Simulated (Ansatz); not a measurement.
According to DFT-PBE in the program Ansatz with PAW potentials, V in the diamond structure (Fd-3m) relaxes to a = 5.468 Å. V has 4 nearest neighbours from 2.37 Å (tetrahedral).

Electronic character: metallic (no gap). The magnetic state found is ferromagnetic. The net moment is 1.90 μB per atom.

The bulk modulus is 59.4 GPa.

The start of the workflow was typed in or built on a structure type; neither database checked (COD, Materials Project) lists it. It is not the phase usual at ambient conditions (space group No. 229). The PBE relaxation kept the symmetry of its start; its stability against distortions is not shown here. The final state is ferromagnetic, chosen from 4 collinear starts compared on coarse meshes (ties went to the first, and starts can fall back to one state), not a proven ground state.

Potentials: the earlier of the program's two PAW sets.
